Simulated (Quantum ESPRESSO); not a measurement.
pw.x input (Quantum ESPRESSO 7.5; PBEsol, PseudoDojo standard norm-conserving files, scalar-relativistic):

```
&CONTROL
  calculation = 'scf'
  pseudo_dir = './pseudo'
  outdir = './out'
  tprnfor = .true.
  tstress = .true.
/
&SYSTEM
  ibrav = 0
  nat = 10
  ntyp = 4
  ecutwfc = 84.0
  ecutrho = 336.0
  occupations = 'smearing'
  smearing = 'fd'
  degauss = 0.002
  nbnd = 44
/
&ELECTRONS
  conv_thr = 1e-09
/
ATOMIC_SPECIES
Li 6.9400 Li.upf
F 18.9984 F.upf
Sc 44.9559 Sc.upf
Rb 85.4678 Rb.upf
CELL_PARAMETERS angstrom
  0.000000000000   4.233525000000   4.233525000000
  4.233525000000   0.000000000000   4.233525000000
  4.233525000000   4.233525000000   0.000000000000
ATOMIC_POSITIONS crystal
Li   0.500000000000   0.500000000000   0.500000000000
F   0.241900000000   0.241900000000   0.758100000000
F   0.758100000000   0.758100000000   0.241900000000
F   0.758100000000   0.241900000000   0.241900000000
F   0.241900000000   0.758100000000   0.758100000000
F   0.241900000000   0.758100000000   0.241900000000
F   0.758100000000   0.241900000000   0.758100000000
Sc   0.000000000000   0.000000000000   0.000000000000
Rb   0.250000000000   0.250000000000   0.250000000000
Rb   0.750000000000   0.750000000000   0.750000000000
K_POINTS automatic
6 6 6 0 0 0
```

End of the output:

```
     total energy              =    -515.27428060 Ry
     estimated scf accuracy    <       0.00000055 Ry
     total energy              =    -515.27428076 Ry
     estimated scf accuracy    <          6.8E-09 Ry
     total energy              =    -515.27428076 Ry
     estimated scf accuracy    <          2.4E-09 Ry
[...]
     the Fermi energy is     5.6912 ev
!    total energy              =    -515.27428076 Ry
     estimated scf accuracy    <          5.0E-11 Ry
     smearing contrib. (-TS)   =       0.00000000 Ry
     internal energy E=F+TS    =    -515.27428076 Ry
     The total energy is F=E-TS. E is the sum of the following terms:
     one-electron contribution =    -218.92425820 Ry
     hartree contribution      =     145.00499520 Ry
     xc contribution           =    -112.69822083 Ry
     ewald contribution        =    -328.65679693 Ry
     convergence has been achieved in  10 iterations
     Forces acting on atoms (cartesian axes, Ry/au):
     atom    1 type  1   force =     0.00000000    0.00000000    0.00000000
     atom    2 type  2   force =     0.00000000    0.00000000   -0.01099673
     atom    3 type  2   force =    -0.00000000    0.00000000    0.01099673
     atom    4 type  2   force =    -0.01099673    0.00000000    0.00000000
     atom    5 type  2   force =     0.01099673    0.00000000    0.00000000
     atom    6 type  2   force =     0.00000000   -0.01099673    0.00000000
     atom    7 type  2   force =     0.00000000    0.01099673    0.00000000
     atom    8 type  3   force =     0.00000000   -0.00000000    0.00000000
     atom    9 type  4   force =     0.00000000    0.00000000    0.00000000
     atom   10 type  4   force =    -0.00000000    0.00000000   -0.00000000
     Total force =     0.026936     Total SCF correction =     0.000011
     Computing stress (Cartesian axis) and pressure
          total   stress  (Ry/bohr**3)                   (kbar)     P=      -33.09
  -0.00022495  -0.00000000  -0.00000000          -33.09       -0.00       -0.00
  -0.00000000  -0.00022495  -0.00000000           -0.00      -33.09       -0.00
  -0.00000000  -0.00000000  -0.00022495           -0.00       -0.00      -33.09
```
In a gapped system the printed Fermi energy is only some level inside the gap.

Geometry of the Materials Project entry, not relaxed at this level.
